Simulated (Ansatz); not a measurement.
Input:

PbI₂:
```xyz
3
Lattice="4.5594 0.0000 0.0000 -2.2797 3.9486 0.0000 0.0000 0.0000 6.9713" Properties=species:S:1:pos:R:3 pbc="T T T"
Pb     0.0000     0.0000     0.0000
I      0.0000     2.6324     1.8887
I      2.2797     1.3162     5.0826
```

This is the PBE+D3(BJ)-relaxed structure.

All from PBE+D3(BJ) in the plane-wave PAW code Ansatz, unless another level is named. Predict the electron effective mass with spin–orbit coupling.

0.20, 0.20, 1.3 mₑ (principal values).

Next, the hole effective mass?

0.59, 0.74, 0.74 mₑ (principal values).

Predict the valence-band maximum.

at A.

Space group P-3m1 (CdI2 type). The PBE+D3(BJ) relaxation kept the symmetry of its start; of distortions, only those at the zone centre were tested. Scalar-relativistic: spin–orbit coupling is off unless named, which matters more the heavier the elements.

Potentials: the later of the program's two PAW sets.

Edges and masses are those of Kohn–Sham bands, whose gap is no quasiparticle gap.
